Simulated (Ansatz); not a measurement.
Simulated (Ansatz). Plane-wave DFT: an element X is put into a periodic supercell of the crystal below and the atoms relax. X is one of the candidates, and is told by the neutral defect's formation energy over the elements (uncorrected), its moments where the run had spin, and its relaxed neighbours, eight at most.

```
cell
1.0
     4.7722    0.0000    0.0000
    -2.3861    4.1328    0.0000
     0.0000    0.0000    7.6661
Eu Mg Bi
1 2 2
Direct
  0.0000 0.0000 0.0000
  0.6667 0.3333 0.6303
  0.3333 0.6667 0.3697
  0.6667 0.3333 0.2425
  0.3333 0.6667 0.7575
```

host atoms in supercell: 20
functional: PBEsol
wave cutoff: 420 eV
k mesh: 3, 3, 3
k shift: 0, 0, 0 mesh steps
gaussian smearing: 0.05 eV
start displacement: 0.05 angstrom
electrons started on: no chosen atoms
candidate elements: Li, C, Na, P, Ti, Br
found formation energy: -0.148 eV
found moment change of cell: 0.6 muB
found absolute moment of cell: 29.17 muB
found largest move from host sites: 0.095 angstrom
found added atom moment: 0.02 muB

| supercell vector | supercell times a (host cell vectors) | supercell times b (host cell vectors) | supercell times c (host cell vectors) |
| --- | --- | --- | --- |
| A | 0 | 0 | -1 |
| B | -2 | 0 | 0 |
| C | 2 | 2 | 0 |

| change element | change kind | change place a (host cell vectors) | change place b (host cell vectors) | change place c (host cell vectors) |
| --- | --- | --- | --- | --- |
| X | interstitial | 0 | 0 | -0.5 |

| found neighbour element | found neighbour distance (angstrom) |
| --- | --- |
| Mg | 3.021 |
| Mg | 3.023 |
| Mg | 3.023 |
| Mg | 3.025 |
| Mg | 3.025 |
| Mg | 3.027 |
| Bi | 3.336 |
| Bi | 3.337 |

Question: Which element is X?

Answer: Li.

Caveats: 4f shell without a U, which puts 4f levels too near the Fermi level; open f or d shells may hold a state above the lowest; one random start near the defect, so other minima are possible; the supercell is small.
